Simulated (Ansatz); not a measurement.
Al (fcc, Cu type), frozen-phonon scan

Relaxed Al (fcc, Cu type):

```xyz
2
Lattice="0.0000 4.0400 4.0400 2.0200 2.0200 4.0400 2.0200 2.0200 0.0000" Properties=species:S:1:pos:R:3 pbc="T T T"
Al     0.0000     0.0000     0.0000
Al     2.0200     4.0400     6.0600
```

A phonon eigenvector at X = (0.5, 0.5, 0.0) is frozen into this cell: atom i moves by Q times the vector below, so Q is the largest atomic displacement, in Å. The cell is held. (q is in reciprocal vectors of the primitive cell; the cell shown is doubled to hold the pattern.)

```tsv
atom	x	y	z
Al1	0.000	0.000	-1.000
Al2	0.000	0.000	1.000
```

Calculation: PBE (plane waves to 420 eV, PAW, scalar-relativistic; Ansatz, a first-principles code). k mesh 20×20×20 (Γ-centred), Fermi-Dirac smearing 0.05 eV. E stands for the smeared free energy. Stress and pressure are positive under compression. With partly filled bands, energies and forces of such displacements shift with the k mesh and the smearing. Al was relaxed with its symmetry unable to fall. The PAW data are Ansatz's earlier set. The zero of ΔE is the undisplaced structure.

```csv
Q (Å),ΔE (eV/cell),P (GPa),−dE/dQ from forces (eV/Å)
-0.180,0.332,4.7,3.740
-0.150,0.230,3.3,3.093
-0.120,0.146,2.1,2.461
-0.090,0.082,1.2,1.830
-0.060,0.036,0.5,1.214
-0.030,0.009,0.2,0.610
0.000,0.000,0.0,0.000
0.030,0.009,0.2,-0.610
0.060,0.036,0.5,-1.214
0.090,0.082,1.2,-1.830
0.120,0.146,2.1,-2.461
0.150,0.230,3.3,-3.093
0.180,0.332,4.7,-3.740
```

What the scan shows:

| Property | Value |
|---|---|
| Energy at Q = 0.180 Å | 332 meV/cell |
| Space group of the distorted cell | P4/nmm (No. 129), lowered from Fm-3m |
| Symmetry of the curve | even: the same for both signs |
| Shape of the curve | a single well with its minimum at or next to zero displacement |
| Harmonic wavenumber from the curvature (finite differences) | 320 cm⁻¹ |
| Wavenumber by perturbation theory (DFPT, on another k mesh) | 321 cm⁻¹ |

(For displaced atoms, the force is minus the slope of the energy, and its curvature is a force constant, which sets phonon frequencies.)
